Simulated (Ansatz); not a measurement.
## Wurtzite alloy of GaN and AlN (9 of 48 Ga sites exchanged), 96 atoms

Ansatz, PAW, plane waves. PBEsol relaxation of cell lengths and atoms (angles held) at the single k point (¼, ¼, ¼) without its symmetry partners; single points on the relaxed atoms at the Γ point alone, onto which points of the small cell's zone fold. Arrangement: quasirandom. No spin–orbit coupling unless named.

Relaxed structure:

```xyz
96
Lattice="9.5043 0.0000 0.0000 0.0000 10.9768 0.0000 0.0000 0.0000 10.3064" Properties=species:S:1:pos:R:3 pbc="T T T"
Ga    1.5777    0.8893    2.5816
Ga    1.5752    0.8953    7.7151
Ga    9.5041    3.6459    2.5748
Ga    9.5010    3.6451    7.7264
Ga    4.7552    0.9090    2.5734
Ga    4.7583    0.9264    7.7270
Ga    3.1650    3.6572    2.5767
Ga    1.5810    6.4190    2.5822
Ga    1.5856    6.4086    7.7173
Ga    6.3383    3.6457    2.5753
Ga    4.7469    6.4034    2.5835
Ga    4.7449    6.3890    7.7181
Ga    3.1556    9.1407    7.7075
Ga    7.9278    6.4076    2.5746
Ga    7.9245    6.4035    7.7280
Ga    6.3452    9.1572    2.5722
Ga    6.3466    9.1584    7.7274
Ga    9.5043    1.8110    5.1500
Ga    9.4986    1.8164   10.3043
Ga    3.1609    1.8208    5.1620
Ga    3.1629    1.8307   10.2957
Ga    1.5883    4.5798    5.1625
Ga    1.5887    4.5720   10.2963
Ga    0.0098    7.3365    5.1502
Ga    0.0016    7.3308   10.3043
Ga    6.3447    1.8232    5.1612
Ga    6.3468    1.8260   10.2952
Ga    4.7464    4.5730    5.1707
Ga    4.7523    4.5625   10.2865
Ga    3.1691    7.3196    0.0080
Ga    1.5807   10.0474    0.0063
Ga    7.9223    4.5708    5.1624
Ga    7.9157    4.5673   10.2971
Ga    6.3312    7.3158    5.1522
Ga    6.3346    7.3157   10.3054
Ga    4.7352   10.0494    5.1411
Ga    4.7445   10.0571    0.0089
Ga    7.9364   10.0666    5.1503
Ga    7.9333   10.0656   10.3029
Al    3.1692    3.6551    7.7240
Al    0.0025    9.1576    2.5761
Al    0.0008    9.1591    7.7092
Al    7.9226    0.9029    2.5677
Al    7.9187    0.9092    7.7192
Al    6.3354    3.6470    7.7207
Al    3.1566    9.1425    2.5873
Al    3.1657    7.3275    5.1351
Al    1.5867   10.0407    5.1339
N     9.4746    1.7978    1.9551
N     9.4685    1.8021    7.1016
N     3.1599    1.8232    1.9404
N     3.1606    1.8611    7.1144
N     1.5814    4.5820    1.9410
N     1.6118    4.5529    7.1148
N     9.5031    7.3684    1.9555
N     9.5016    7.3606    7.1046
N     6.3732    1.7989    1.9455
N     6.3772    1.8425    7.1205
N     4.7536    4.5683    1.9328
N     4.7534    4.5210    7.1288
N     3.1695    7.3566    1.9595
N     3.1722    7.3116    7.0365
N     1.5852   10.0110    1.9665
N     1.5510   10.0349    7.0435
N     7.9213    4.5721    1.9394
N     7.8883    4.5553    7.1138
N     6.3364    7.3193    1.9470
N     6.3345    7.3191    7.0981
N     4.7122   10.0359    1.9666
N     4.7496   10.0678    7.0899
N     7.9611   10.0811    1.9615
N     7.9556   10.0859    7.1127
N     1.5870    0.8625    4.5385
N     1.5811    0.8994    9.6699
N     0.0061    3.6520    4.5263
N     0.0007    3.6502    9.6748
N     4.7512    0.9130    4.5245
N     4.7522    0.9104    9.6774
N     3.1653    3.6519    4.5208
N     3.1645    3.6550    9.6238
N     1.6146    6.4208    4.5371
N     1.5845    6.4072    9.6693
N     0.0315    9.1697    4.4806
N     0.0021    9.1499    9.6141
N     7.9169    0.9133    4.4678
N     7.9208    0.9085    9.6197
N     6.3314    3.6593    4.5227
N     6.3369    3.6521    9.6236
N     4.7158    6.4165    4.5390
N     4.7471    6.4017    9.6677
N     3.1307    9.1217    4.4999
N     3.1645    9.1430    9.6562
N     7.9271    6.4040    4.5244
N     7.9234    6.4030    9.6754
N     6.3411    9.1500    4.5221
N     6.3375    9.1511    9.6805
```

Task: What are the mean bond lengths by pair (pairs within 1.2 times the sum of covalent radii, less contacts 15 % beyond the pair's median; cation–cation pairs of compounds aside; long ionic contacts are cut short by that bound)?

Result: Al–N 1.900 ± 0.005 Å (standard deviation, 36 bonds); Ga–N 1.947 ± 0.006 Å (standard deviation, 156 bonds).

Task: What gap lies between the top filled and the lowest empty level in the single points?

Result: HSE06 3.63 eV (100 s on NVIDIA H100).
